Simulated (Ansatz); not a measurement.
Calculated with Ansatz: As, relaxation

The input file (Ansatz 0.2.0, plane waves):

```yaml
crystal:
  lattice:
    - [-1.84019005, 0.0, 5.5560559]
    - [0.0, -4.51176072, 0.0]
    - [1.84019005, 0.0, 5.5560559]
  atoms:
    - { symbol: As, position: [0.098, 0.91, 0.098] }
    - { symbol: As, position: [0.598, 0.59, 0.598] }
    - { symbol: As, position: [0.902, 0.09, 0.902] }
    - { symbol: As, position: [0.402, 0.41, 0.402] }
  symmetry: { tolerance: 0.0003 }
kpoints:
  mp_grid: { grid: [6, 6, 6], shift: [0, 0, 0] }
magnetization:
  spin_polarized: false
scf:
  occupations: { method: fermi_dirac, width: 0.0106 }
  lower_state_search: "off"
hamiltonian:
  pseudopotentials: { kind: paw }
  xc: r2scan
basis:
  ecutwfc: 500
  fft_grid_basis: typed
relax:
  max_steps: 80
  cell: { p_target: 0.0 }
  f_tol: 0.03
output:
  forces: true
  stress: true
  eigenvalues: true
  bader: true
  populations: true
  elf: true
  write_potential: true
  volumetric_format: npy
  dos:
    e_range: [-12, 8]
    de: 0.05
    projected: { site_lists: { As: [As] } }
  write_density: true
checkpoint:
  read: saved_state
```

The command:

```bash
ansatz run input.yaml --threads 2 --pin off --max-ram 2560MiB --backend cpu --events-out ev --progress --plain --runs-dir out
```

Origin of the cell: a database entry, scaled a little.

The saved state is a converged single point of the same cell.

Steps («new basis» is an SCF on plane waves selected anew at the same cell):

```
step  ΔF (meV/atom)  max force component (eV/Å)  P (GPa)  volume (Å³)  SCF iterations   step was
   1            0.0                       1.790    11.47        92.26               5   accepted
   2         -159.8                       0.500     1.79        92.72               7   accepted
   3         -182.1                       0.108    -0.39        98.56               6   accepted
   4         -183.7                       0.006    -0.10        98.41               5   accepted
   5         -183.8                       0.001     0.00        98.27               4   accepted
   6         -184.0                       0.001     0.00        98.27               6  new basis
```

Step 1, with forces in eV/Å:

```xyz
4
Lattice="-1.840 0.000 5.556 0.000 -4.512 0.000 1.840 0.000 5.556" Properties=species:S:1:pos:R:3:forces:R:3 pbc="T T T" step=1
As    0.000   -4.106    1.089    0.000   -1.790    1.597
As    0.000   -2.662    6.645    0.000    1.790    1.597
As    0.000   -0.406   10.023    0.000    1.790   -1.597
As    0.000   -1.850    4.467    0.000   -1.790   -1.597
```

Step 2, with forces in eV/Å:

```xyz
4
Lattice="-1.759 0.000 5.572 0.000 -4.731 0.000 1.759 0.000 5.572" Properties=species:S:1:pos:R:3:forces:R:3 pbc="T T T" step=2
As    0.000   -4.420    1.192    0.000    0.500    0.052
As    0.000   -2.677    6.764    0.000   -0.500    0.052
As    0.000   -0.311    9.952    0.000   -0.500   -0.052
As    0.000   -2.054    4.380    0.000    0.500   -0.052
```

Step 3, with forces in eV/Å:

```xyz
4
Lattice="-1.846 0.000 5.632 0.000 -4.740 0.000 1.846 0.000 5.632" Properties=species:S:1:pos:R:3:forces:R:3 pbc="T T T" step=3
As    0.000   -4.381    1.189    0.000   -0.108   -0.045
As    0.000   -2.729    6.821    0.000    0.108   -0.045
As    0.000   -0.359   10.075    0.000    0.108    0.045
As    0.000   -2.011    4.443    0.000   -0.108    0.045
```

Step 4, with forces in eV/Å:

```xyz
4
Lattice="-1.830 0.000 5.687 0.000 -4.727 0.000 1.830 0.000 5.687" Properties=species:S:1:pos:R:3:forces:R:3 pbc="T T T" step=4
As    0.000   -4.380    1.189    0.000    0.003   -0.006
As    0.000   -2.711    6.876    0.000   -0.003   -0.006
As    0.000   -0.347   10.184    0.000   -0.003    0.006
As    0.000   -2.016    4.497    0.000    0.003    0.006
```

Step 6, with forces in eV/Å:

```xyz
4
Lattice="-1.828 0.000 5.693 0.000 -4.720 0.000 1.828 0.000 5.693" Properties=species:S:1:pos:R:3:forces:R:3 pbc="T T T" step=6
As    0.000   -4.375    1.190    0.000    0.001    0.001
As    0.000   -2.706    6.882    0.000   -0.001    0.001
As    0.000   -0.346   10.196    0.000   -0.001   -0.001
As    0.000   -2.015    4.503    0.000    0.001   -0.001
```

```yaml
Free_energy_lowered_by: 184.0 meV/atom
Volume_change: 6.52 %
Final_pressure: 0.00 GPa
Relaxation_steps_listed: 6
```

Caveats: the relaxation held the start's symmetry, so the end may be a saddle point.

The run took 3 min on 2 threads of Arm Neoverse N1, with other jobs on the host, peak memory 0.8 GiB, from a saved density.
